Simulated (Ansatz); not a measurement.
GaS (beta-GaS type, space group P6_3/mmc)

```
GaS
1.0
    3.59064     0.00000     0.00000
   -1.79532     3.10958     0.00000
    0.00000     0.00000    15.44873
Ga S
4 4
Cartesian
  0.00000   2.07305   2.63813
  1.79532   1.03653  10.36250
  1.79532   1.03653  12.81060
  0.00000   2.07305   5.08624
  0.00000   2.07305   9.27468
  1.79532   1.03653   1.55031
  1.79532   1.03653   6.17406
  0.00000   2.07305  13.89842
```

Equation-of-state scan: isotropic scaling of the cell above, V₀ being its volume. The atoms relax within the cell's symmetry.

Method: PBE-D3(BJ) (plane waves to 420 eV, PAW, scalar-relativistic; Ansatz, an electronic-structure program). k mesh 11×11×3 (Γ-centred), Fermi-Dirac smearing 0.05 eV. Energies are smeared free energies. GaS was relaxed with its symmetry unable to fall. ΔE is measured from the relaxed starting cell.

```csv
V (Å³/atom),ΔE (meV/atom)
20.268,10.8
20.526,6.7
20.785,3.7
21.044,1.6
21.303,0.4
21.561,0.0
21.820,0.4
22.079,1.5
22.338,3.2
22.596,…
22.855,…
```

Problem. What belongs in the gaps?

Solution. 
- 22.596, ΔE (meV/atom): 5.6
- 22.855, ΔE (meV/atom): 8.6

(Under strain, the slope of the energy per volume gives the stress and its curvature an elastic modulus.)
